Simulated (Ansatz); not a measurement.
The start is a generated trial cell of Ni in the beta-W structure type. Cell shape, volume and atoms are optimised at zero target pressure with r2SCAN (plane waves to 500 eV, PAW, scalar-relativistic; Ansatz, a quantum-chemistry and plane-wave program). The first steps use a coarse 7×7×7 k-mesh.

The start:
```yaml
crystal:
  lattice:
    - [4.46429, 0.00000, 0.00000]
    - [0.00000, 4.46429, 0.00000]
    - [0.00000, 0.00000, 4.46429]
  atoms:
    - { symbol: Ni, position: [0.25000, 0.00000, 0.50000] }
    - { symbol: Ni, position: [0.75000, 0.00000, 0.50000] }
    - { symbol: Ni, position: [0.00000, 0.50000, 0.25000] }
    - { symbol: Ni, position: [0.00000, 0.50000, 0.75000] }
    - { symbol: Ni, position: [0.50000, 0.25000, 0.00000] }
    - { symbol: Ni, position: [0.50000, 0.75000, 0.00000] }
    - { symbol: Ni, position: [0.00000, 0.00000, 0.00000] }
    - { symbol: Ni, position: [0.50000, 0.50000, 0.50000] }
```
Spin-polarised start, with parallel moments on Ni.

How large is the pressure on the unrelaxed cell, and of which sign?

-6.5 GPa (negative: the cell is under tension).

By how much does the energy per atom fall from start to end?

0.01 eV/atom.

How does the volume change?

-3.3 %, from 11.12 to 10.75 Å³/atom.

How do the shortest distances between atoms change?

The closest pairs of elements (up to four, under 3.6 Å), start → end: Ni–Ni 2.23 → 2.21 Å.

Is the relaxed structure metallic? Give its gap.

Zero (metallic).

What magnetic moments remain?

Net 0.71 μB/atom, ferromagnetic.

What does it relax into? Give the structure.


```cif
data_Ni8
_chemical_formula_sum 'Ni8'
_space_group_name_H-M_alt 'Pm-3n'
_space_group_IT_number 223
_space_group_name_Hall '-P 4n 2 3'
_cell_length_a 4.41450
_cell_length_b 4.41450
_cell_length_c 4.41450
_cell_angle_alpha 90.000
_cell_angle_beta 90.000
_cell_angle_gamma 90.000
loop_
_atom_site_label
_atom_site_type_symbol
_atom_site_symmetry_multiplicity
_atom_site_Wyckoff_symbol
_atom_site_fract_x
_atom_site_fract_y
_atom_site_fract_z
_atom_site_occupancy
Ni1 Ni 6 c 0.00000 0.50000 0.25000 1
Ni2 Ni 2 a 0.00000 0.00000 0.00000 1
```

The space group stays Pm-3n (No. 223) (the run could not lower it), with 8 atoms in the primitive magnetic cell. Final values are on a 11×11×11 k-mesh of the relaxed cell. Spin state reached: ferromagnetic (net 0.71 μB/atom), from parallel starting moments; other spin orders were not run from this start. r2SCAN tends to overstate moments in metals. The program's look for a lower electronic state was skipped, cut short or left open in this run.

The run could not lose the symmetry of its start, so the end can be a saddle point.

All atoms sit on sites fixed by symmetry, so only the cell could relax.

The relaxed structure here is a generated cell of Ni: the first start was made by placing the elements on the sites of a structure type, and the end was not matched to a known phase here, so it may be hypothetical. Known forms of Ni include space group No. 225.
